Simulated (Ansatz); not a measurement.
Y2N in space group P4/mmm (No. 123; Y on 1a, Y on 1d, N on 1c) at seven volumes, PBE+D3(BJ) in the plane-wave PAW code Ansatz, shape and atoms relaxed at each. One row is withheld.

```
V (Å³/atom)  P (GPa)
-----------  -------
17.689         11.28
18.273          6.92
18.856          3.19
19.439          0.00
20.022         -2.72
20.605         -5.04
21.188             ?
```

### Question
Fit the shown pressures and predict the withheld one.

### Answer
Third-order Birch–Murnaghan: P = (3/2)B₀(x^(7/2) − x^(5/2))[1 + (3/4)(B′ − 4)(x − 1)] with x = (V₀/V)^(2/3). Least squares on the six rows gives V₀ = 19.440 Å³/atom, B₀ = 97.97 GPa, B′ = 4.21. At V = 21.188, x = 0.9442 and P = -7.04 GPa. The run itself gave -7.03 GPa.

The cell is a constructed one: a structure type filled with these elements; neither database checked (COD, Materials Project) lists it. Whether it is the stable phase at ambient conditions was not checked. The PBE+D3(BJ) relaxation kept the symmetry of its start; its stability against distortions is not shown here. The run is not spin-polarised.

Potentials: the later of the program's two PAW sets.
